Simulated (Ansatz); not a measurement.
## Pb: eigenvalues along the path

```xyz
2
Lattice="3.3756 0.0000 0.0000 -1.6878 2.9234 0.0000 0.0000 0.0000 5.5900" Properties=species:S:1:pos:R:3 pbc="T T T"
Pb    0.0000    1.9489    1.3975
Pb    1.6878    0.9745    4.1925
```

Atom numbers follow the list: Pb1, Pb2.

The cell is COD entry 1537623, as deposited and not checked against the literature; nothing was relaxed. The listed cell was then made from it by scaling, straining or moving an atom.

Spin–orbit coupling is left out, though it moves levels of the heavy atoms by tenths of an eV or more.

Computed with DFT, PBEsol, all-electron LAPW, scalar-relativistic in Ansatz 0.2.0.

Sampling and basis: a Γ-centred 12×12×7 k mesh, Fermi–Dirac smearing of 0.05 eV, basis error target 0.5 meV/atom, no spin polarisation.

Path points, in fractions of the reciprocal vectors: Γ (0.000, 0.000, 0.000), M (0.500, 0.000, 0.000), K (0.333, 0.333, 0.000), A (0.000, 0.000, 0.500), L (0.500, 0.000, 0.500), H (0.333, 0.333, 0.500). Levels in eV from the Fermi level; bands 23 to 42, counted from the lowest band of the run. The gap is zero.

```
# k(1/Å) point b23 b24 b25 b26 b27 b28 b29 b30 b31 b32 b33 b34 b35 b36 b37 b38 b39 b40 b41 b42
0.000 Γ -17.11 -17.06 -17.02 -17.02 -17.00 -17.00 -16.91 -16.91 -16.70 -16.70 -12.40 -8.30 -4.70 6.33 6.33 8.06 8.28 8.28 9.37 9.49
0.215 - -17.10 -17.06 -17.01 -16.99 -16.99 -16.96 -16.93 -16.92 -16.73 -16.70 -12.21 -8.16 -4.47 4.34 5.54 6.92 7.99 8.52 9.36 10.46
0.430 - -17.14 -17.03 -17.00 -16.98 -16.95 -16.92 -16.91 -16.88 -16.78 -16.69 -11.63 -7.73 -3.81 1.38 4.30 4.57 6.99 8.01 8.02 9.94
0.645 - -17.19 -17.05 -17.04 -16.98 -16.94 -16.84 -16.82 -16.80 -16.78 -16.69 -10.67 -7.08 -2.77 -1.29 1.94 3.24 4.97 7.10 7.18 9.32
0.860 - -17.24 -17.10 -17.08 -17.01 -16.89 -16.88 -16.73 -16.71 -16.69 -16.68 -9.40 -6.67 -3.02 -1.48 -0.40 2.54 2.96 6.40 6.75 8.78
1.075 M -17.25 -17.12 -17.09 -17.02 -16.89 -16.87 -16.70 -16.68 -16.68 -16.65 -8.37 -7.12 -3.09 -1.71 -0.58 1.81 2.30 6.15 6.61 8.59
1.199 - -17.24 -17.12 -17.07 -17.02 -16.90 -16.87 -16.72 -16.69 -16.68 -16.66 -8.32 -7.09 -3.05 -1.64 -0.50 1.74 1.83 5.49 7.32 8.02
1.323 - -17.19 -17.13 -17.03 -17.01 -16.90 -16.87 -16.76 -16.70 -16.68 -16.68 -8.17 -7.01 -2.94 -1.42 -0.29 0.66 1.87 4.15 6.94 8.86
1.447 - -17.14 -17.12 -16.99 -16.98 -16.91 -16.87 -16.81 -16.71 -16.71 -16.69 -7.92 -6.92 -2.86 -1.07 -0.30 0.07 1.87 2.69 5.91 10.71
1.571 - -17.15 -17.04 -16.97 -16.96 -16.93 -16.87 -16.85 -16.74 -16.72 -16.71 -7.58 -6.92 -2.93 -0.73 -0.64 0.56 1.37 1.69 5.18 12.68
1.695 K -17.16 -16.97 -16.97 -16.95 -16.95 -16.90 -16.83 -16.74 -16.74 -16.72 -7.18 -7.18 -3.05 -0.53 -0.53 0.67 1.18 1.18 4.93 14.51
1.943 - -17.13 -17.03 -17.03 -16.99 -16.90 -16.87 -16.81 -16.80 -16.71 -16.67 -8.52 -6.49 -2.30 -1.72 -0.48 0.81 1.96 2.73 5.60 12.71
2.191 - -17.08 -17.07 -17.07 -17.00 -16.92 -16.88 -16.85 -16.79 -16.71 -16.70 -10.11 -6.76 -2.17 -1.11 -0.43 2.81 3.99 4.63 7.06 10.89
2.440 - -17.09 -17.08 -16.99 -16.97 -16.97 -16.95 -16.86 -16.84 -16.80 -16.70 -11.37 -7.54 -3.52 1.14 2.09 5.19 6.29 6.66 9.02 9.58
2.688 - -17.09 -17.07 -17.00 -16.99 -16.97 -16.95 -16.93 -16.93 -16.73 -16.70 -12.14 -8.11 -4.39 4.08 4.86 7.21 7.94 8.11 9.44 10.21
2.936 Γ -17.11 -17.06 -17.02 -17.02 -17.00 -17.00 -16.91 -16.91 -16.70 -16.70 -12.40 -8.30 -4.70 6.33 6.33 8.06 8.28 8.28 9.37 9.49
3.048 - -17.11 -17.06 -17.03 -17.03 -17.00 -17.00 -16.90 -16.90 -16.71 -16.71 -12.35 -8.58 -4.31 6.37 6.37 7.30 8.23 8.23 9.38 9.50
3.161 - -17.10 -17.06 -17.04 -17.04 -17.01 -17.01 -16.88 -16.88 -16.72 -16.72 -12.19 -9.19 -3.37 5.76 6.50 6.50 8.08 8.08 9.42 9.51
3.273 - -17.09 -17.06 -17.04 -17.04 -17.02 -17.02 -16.85 -16.85 -16.73 -16.73 -11.93 -9.88 -2.15 4.07 6.69 6.69 7.85 7.85 9.48 9.54
3.386 - -17.08 -17.07 -17.04 -17.04 -17.03 -17.03 -16.81 -16.81 -16.75 -16.75 -11.56 -10.52 -0.75 2.39 6.95 6.95 7.56 7.56 9.53 9.55
3.498 A -17.07 -17.07 -17.04 -17.04 -17.04 -17.04 -16.78 -16.78 -16.78 -16.78 -11.09 -11.09 0.77 0.77 7.25 7.25 7.25 7.25 9.55 9.55
3.713 - -17.07 -17.07 -17.03 -17.03 -17.01 -17.01 -16.79 -16.79 -16.78 -16.78 -10.90 -10.90 0.89 0.89 5.49 5.49 6.72 6.72 9.00 9.00
3.928 - -17.10 -17.10 -17.01 -17.01 -16.94 -16.94 -16.81 -16.81 -16.78 -16.78 -10.34 -10.34 0.95 0.95 3.02 3.02 5.67 5.67 8.20 8.20
4.143 - -17.13 -17.13 -17.04 -17.04 -16.87 -16.87 -16.76 -16.76 -16.75 -16.75 -9.41 -9.41 -0.75 -0.75 2.70 2.70 4.69 4.69 7.61 7.61
4.358 - -17.16 -17.16 -17.09 -17.09 -16.86 -16.86 -16.71 -16.71 -16.69 -16.69 -8.24 -8.24 -2.95 -2.95 3.41 3.41 4.03 4.03 7.28 7.28
4.573 L -17.17 -17.17 -17.11 -17.11 -16.86 -16.86 -16.69 -16.69 -16.66 -16.66 -7.47 -7.47 -4.08 -4.08 3.79 3.79 3.83 3.83 7.21 7.21
4.697 - -17.15 -17.15 -17.10 -17.10 -16.87 -16.87 -16.69 -16.69 -16.67 -16.67 -7.43 -7.43 -4.01 -4.01 2.75 2.75 4.32 4.32 7.76 7.76
4.821 - -17.13 -17.13 -17.08 -17.08 -16.88 -16.88 -16.71 -16.71 -16.68 -16.68 -7.32 -7.32 -3.79 -3.79 1.38 1.38 4.60 4.60 8.35 8.35
4.945 - -17.11 -17.11 -17.02 -17.02 -16.91 -16.91 -16.76 -16.76 -16.69 -16.69 -7.14 -7.14 -3.44 -3.44 0.03 0.03 4.88 4.88 8.62 8.62
5.069 - -17.09 -17.09 -16.96 -16.96 -16.91 -16.91 -16.81 -16.81 -16.69 -16.69 -6.95 -6.95 -3.00 -3.00 -1.12 -1.12 5.15 5.15 8.90 8.90
5.193 H -17.09 -17.09 -16.95 -16.95 -16.87 -16.87 -16.86 -16.86 -16.70 -16.70 -6.85 -6.85 -2.72 -2.72 -1.68 -1.68 5.28 5.28 9.13 9.13
5.441 - -17.10 -17.10 -16.97 -16.97 -16.91 -16.91 -16.83 -16.83 -16.67 -16.67 -7.50 -7.50 -2.57 -2.57 -0.45 -0.45 4.65 4.65 9.46 9.46
5.689 - -17.10 -17.10 -17.01 -17.01 -16.88 -16.88 -16.85 -16.85 -16.69 -16.69 -8.88 -8.88 -1.00 -1.00 1.45 1.45 3.58 3.58 10.52 10.52
5.938 - -17.09 -17.09 -17.02 -17.02 -16.92 -16.92 -16.83 -16.83 -16.76 -16.76 -10.09 -10.09 0.84 0.84 2.80 2.80 4.18 4.18 9.82 9.82
6.186 - -17.07 -17.07 -17.03 -17.03 -17.00 -17.00 -16.80 -16.80 -16.78 -16.78 -10.84 -10.84 0.92 0.92 5.18 5.18 6.31 6.31 9.21 9.21
6.434 A -17.07 -17.07 -17.04 -17.04 -17.04 -17.04 -16.78 -16.78 -16.78 -16.78 -11.09 -11.09 0.77 0.77 7.25 7.25 7.25 7.25 9.55 9.55
```
